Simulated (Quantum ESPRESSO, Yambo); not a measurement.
## CsCdCl$_{3}$: DFT and GW levels

```cif
data_CdCl3Cs
_chemical_formula_sum 'Cl3 Cd1 Cs1'
_space_group_name_H-M_alt 'Pm-3m'
_space_group_IT_number 221
_space_group_name_Hall '-P 4 2 3'
_cell_length_a 5.26440
_cell_length_b 5.26440
_cell_length_c 5.26440
_cell_angle_alpha 90.000
_cell_angle_beta 90.000
_cell_angle_gamma 90.000
loop_
_atom_site_label
_atom_site_type_symbol
_atom_site_symmetry_multiplicity
_atom_site_Wyckoff_symbol
_atom_site_fract_x
_atom_site_fract_y
_atom_site_fract_z
_atom_site_occupancy
Cl1 Cl 3 c 0.00000 0.50000 0.50000 1
Cd1 Cd 1 b 0.50000 0.50000 0.50000 1
Cs1 Cs 1 a 0.00000 0.00000 0.00000 1
```

The geometry is that of Materials Project entry mp-568544, symmetrised and not relaxed again.

Starting point: PBEsol (pw.x of Quantum ESPRESSO, ONCV potentials, with spin-orbit coupling). G0W0 in Yambo: 2×2×2 Γ-centred k mesh, bands 9 to 312 and a 6 Ry block in the screening, 312 bands in G with the Bruneval-Gonze terminator, plasmon pole fitted at 27.2 eV.

```yaml
PBEsol gap along the band path: 1.62 eV
PBEsol gap between the mesh's edge points (R → Γ): 1.62 eV
G0W0 gap between the same points: 3.81 eV
PBEsol smallest direct gap on the mesh (at Γ): 2.06 eV
G0W0 direct gap at that point: 4.45 eV
```

```json
[
 {"k point": "Γ", "band": "VB−2", "E PBEsol (eV)": "-0.44", "E QP (eV)": "-1.75", "shift (eV)": "-1.31", "Z": "0.80"},
 {"k point": "Γ", "band": "VB−1", "E PBEsol (eV)": "-0.44", "E QP (eV)": "-1.75", "shift (eV)": "-1.31", "Z": "0.80"},
 {"k point": "Γ", "band": "VB", "E PBEsol (eV)": "-0.44", "E QP (eV)": "-1.75", "shift (eV)": "-1.31", "Z": "0.80"},
 {"k point": "Γ", "band": "CB", "E PBEsol (eV)": "1.62", "E QP (eV)": "2.71", "shift (eV)": "1.08", "Z": "0.83"},
 {"k point": "Γ", "band": "CB+1", "E PBEsol (eV)": "1.62", "E QP (eV)": "2.71", "shift (eV)": "1.08", "Z": "0.83"},
 {"k point": "X", "band": "VB", "E PBEsol (eV)": "-0.70", "E QP (eV)": "-2.05", "shift (eV)": "-1.35", "Z": "0.79"},
 {"k point": "X", "band": "CB", "E PBEsol (eV)": "4.22", "E QP (eV)": "5.24", "shift (eV)": "1.01", "Z": "0.82"},
 {"k point": "M", "band": "VB", "E PBEsol (eV)": "-0.01", "E QP (eV)": "-1.10", "shift (eV)": "-1.08", "Z": "0.80"},
 {"k point": "M", "band": "CB", "E PBEsol (eV)": "5.94", "E QP (eV)": "7.14", "shift (eV)": "1.20", "Z": "0.81"},
 {"k point": "R", "band": "VB", "E PBEsol (eV)": "0.00", "E QP (eV)": "-1.10", "shift (eV)": "-1.10", "Z": "0.80"},
 {"k point": "R", "band": "CB", "E PBEsol (eV)": "5.67", "E QP (eV)": "6.55", "shift (eV)": "0.88", "Z": "0.84"}
]
```

Energies count from the PBEsol valence-band maximum.

Nearest settings tried, and what they do to the gap: 206 bands in W, 206 bands in G: +140 meV; 5 Ry block (203 vectors against 257): -23 meV. Not varied: mesh. So the settings aren't converged at that level. The k mesh is coarse.

The cell is held in this high symmetry; tilts and polar distortions were not searched.
